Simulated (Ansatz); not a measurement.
PbSe:
```xyz
2
Lattice="0.0000 3.1088 3.1088 3.1088 0.0000 3.1088 3.1088 3.1088 0.0000" Properties=species:S:1:pos:R:3 pbc="T T T"
Pb     0.0000     0.0000     0.0000
Se     3.1088     3.1088     3.1088
```

Relaxed with PBE. Special points in fractions of this cell's reciprocal vectors: Γ (0.000, 0.000, 0.000); X (0.500, 0.000, 0.500); U (0.625, 0.250, 0.625); K (0.375, 0.375, 0.750); L (0.500, 0.500, 0.500); W (0.500, 0.250, 0.750).

Problem. List the band energies nearest the valence-band maximum at these points for DFT-PBE with spin–orbit coupling in the program Ansatz with PAW potentials.

Solution. In eV from the valence-band maximum; about four levels below and three above (degenerate sets whole), none deeper than 8.9 eV; points with the same levels are listed once.

| k | below | above |
|---|---|---|
| Γ | -1.46 -1.46 -1.46 -1.46 | 3.06 3.06 5.38 5.38 5.38 5.38 |
| X | -3.18 -3.18 -2.70 -2.70 | 4.00 4.00 4.45 4.45 |
| U | -2.58 -2.58 -2.06 -2.06 | 3.00 3.00 4.15 4.15 |
| L | -1.17 -1.17 0.00 0.00 | 0.05 0.05 1.56 1.56 |
| W | -3.77 -3.77 -0.67 -0.67 | 1.78 1.78 4.85 4.85 |

Space group Fm-3m (rock salt). The PBE relaxation kept the symmetry of its start; of distortions, only those at the zone centre were tested.

Potentials: the later of the program's two PAW sets.
